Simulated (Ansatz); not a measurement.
Polymorphs of Tl, each relaxed with plane-wave PAW r²SCAN (Ansatz code):

A: β-Sn type (I4_1/amd), a = b = 6.2162 Å, c = 3.2704 Å, α = β = γ = 90.00°

B: simple cubic (Pm-3m), a = 3.187 Å, b = 3.187 Å, c = 3.187 Å, α = 90.00°, β = 90.00°, γ = 90.00°

C: diamond (Fd-3m), a = 6.9461 Å, b = 6.9461 Å, c = 6.9461 Å, α = 90.00°, β = 90.00°, γ = 90.00°

D: bcc (W type) (Im-3m), a = b = c = 3.9201 Å, α = β = γ = 90.00°

Problem. Put the candidates in order of energy per atom at 0 K, lowest first, for r²SCAN.

Solution. D (+0 meV/atom), A (+79 meV/atom), B (+120 meV/atom), C (+390 meV/atom)

Constructed cells (a structure type filled with these elements, in neither database checked): A; B. Typed or built starts, not in the databases checked: C. Not the usual ambient phase: A; B; C; D. Unstable at this level: B; C. All cells were relaxed under the symmetry of their starts (and spin orders); stability against distortions was not tested throughout. Spin–orbit coupling is left out wherever it is not named.

Energies hold the estimated change up to a 700 eV cutoff; steps of a few meV lie near the error of the meshes.

Potentials: the later of the program's two PAW sets.
